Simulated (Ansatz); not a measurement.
**What settings do to one calculation: chalcopyrite alloy of ZnSiP2 and CdSiP2 (2 of 4 Zn sites exchanged), 16 atoms with displaced atoms**

Ansatz (PAW, plane waves), atoms fixed. The base input:

```yaml
crystal:
  lattice:
    - [5.516066, -0.000029, -0.000011]
    - [-0.000029, 5.516066, -0.000011]
    - [-0.000020, -0.000020, 10.476232]
  atoms:
    - { symbol: Zn, position: [0.023150, 0.001529, 0.991511] }
    - { symbol: Zn, position: [0.479404, 0.017483, 0.747004] }
    - { symbol: Cd, position: [0.958019, 0.492754, 0.227640] }
    - { symbol: Cd, position: [0.498242, 0.516853, 0.490200] }
    - { symbol: Si, position: [0.976712, 0.999944, 0.510246] }
    - { symbol: Si, position: [0.496539, 0.009816, 0.263334] }
    - { symbol: Si, position: [0.519300, 0.477447, 0.001728] }
    - { symbol: Si, position: [0.996197, 0.484482, 0.750229] }
    - { symbol: P, position: [0.292862, 0.255015, 0.116566] }
    - { symbol: P, position: [0.216081, 0.257419, 0.626415] }
    - { symbol: P, position: [0.728532, 0.745797, 0.123958] }
    - { symbol: P, position: [0.720930, 0.236511, 0.380825] }
    - { symbol: P, position: [0.269699, 0.772699, 0.368455] }
    - { symbol: P, position: [0.244915, 0.715696, 0.884596] }
    - { symbol: P, position: [0.777475, 0.747951, 0.615280] }
    - { symbol: P, position: [0.769266, 0.293459, 0.885989] }
kpoints:
  mp_grid: { grid: [2, 2, 2], shift: [0.5, 0.5, 0.5] }
hamiltonian:
  xc: pbesol
scf:
  occupations: { method: fermi_dirac, width: 0.01 }
output:
  forces: true
  eigenvalues: true
  stress: true
  populations: true
```

Command:

```sh
ansatz run in.yaml --threads 8 --pin off --max-ram 13300MiB --runs-dir r --events-out ev --progress --plain
```

It converged in 9 iterations and 1.8 s of wall time on 8 threads of a Platinum 8488C processor, on a host shared with other runs; peak host memory 0.88 GiB; largest force component 3.61 eV/Å, pressure 3.34 GPa. The cutoff was the default, 420 eV. The base isn't a converged reference: it has few k points, and its atoms are unrelaxed. Each run below changes the keys shown and caps the iterations.

```csv
run,changed,ending,iterations,free energy less the base (meV per atom),rms change of forces (eV/Å),change of pressure (GPa),"wall time (s, shared host)"
1,"xc_grid 2 (2 is the default), max_iter 50",converged,9,0.0,0.000,0.00,1.8 CPU
2,max_iter 70,converged,9,0.0,0.000,0.00,1.8 CPU
3,"ecutwfc 350 eV, max_iter 100, total_charge 6",converged,11,other zero,0.672,3.75,1.9 CPU
4,"xc rpbe, ecutrho_ratio 2, dr2_threshold 1e-09, max_iter 60",converged,11,other zero,0.182,5.06,1.7 CPU
5,max_iter 9,converged,9,0.0,0.000,0.00,2 CPU
6,max_iter 2,not converged,–,–,–,–,–
7,"max_iter 80, k points a 3×3×3 mesh centred on Γ",converged,9,-8.6,0.044,-0.10,3.5 CPU
8,max_iter 9,converged,9,0.0,0.000,0.00,1.7 CPU
9,"width 0.1 eV, max_iter 90",converged,9,0.0,0.000,0.00,1.5 CPU
10,"mixing algorithm broyden, initial_magnetization 8, max_iter 60",converged,17,0.0,0.000,0.00,5.5 CPU
```

«Other zero»: another functional, charge or dispersion term moves the zero of energy, so the difference says nothing of accuracy.

**Question.** Which changes leave the result alone, and which of the same physical model moves the forces most?

**Answer.** The forces move by under 0.002 eV/Å in runs 1, 2, 5, 8, 9, 10. Run 7 (max_iter 80, k points a 3×3×3 mesh centred on Γ) moves them most among the runs with the same functional, charge and dispersion term, by 0.044 eV/Å.

**Question.** Why did some runs give no result?

**Answer.** - run 6: did not converge after 2 iterations: dr2 = 1.42e-2 (threshold 1.00e-7), under the density mixer `msr1`, which `scf.mixing.algorithm: auto` chose by the deck's other keys (type `scf.mixing.algorithm: msr1` to keep it);
